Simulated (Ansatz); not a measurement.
CsCaH3 (cubic perovskite, Pm-3m), the program Ansatz at the LDA level (PAW), all energies at zero smearing, with the estimated change up to a 700 eV cutoff added, with one set of potentials and settings (totals compare only within such a set). Cell of 5 atoms (1 Cs, 1 Ca, 3 H): -7326.624 eV.

```csv
element,reference phase,E (eV/atom)
Cs,"P6_3/mmc, 2 atoms in the cell",-5504.8697
Ca,"Fm-3m, 1 atoms in the cell",-1772.6031
H,"Cmce, 4 atoms in the cell",-15.5386
```

Formation energy per atom, worked out: (-7326.624 − 1×(-5504.8697) − 1×(-1772.6031) − 3×(-15.5386))/5 = -0.507 eV/atom (-49 kJ per mol of atoms), at 0 K, without zero-point energy or fitted corrections.

The first step of the workflow began from a Materials Project structure, measured or hypothetical; the Crystallography Open Database copy checked does not list it. Its standing as an ambient phase is unchecked. The LDA relaxation kept the symmetry of its start; phonons on a q-mesh show no instability. The references are the lowest solids computed at this level, not always the standard phases (solids in place of the gases). Scalar-relativistic: spin–orbit coupling is off unless named, which matters more the heavier the elements.

Potentials: the later of the program's two PAW sets.
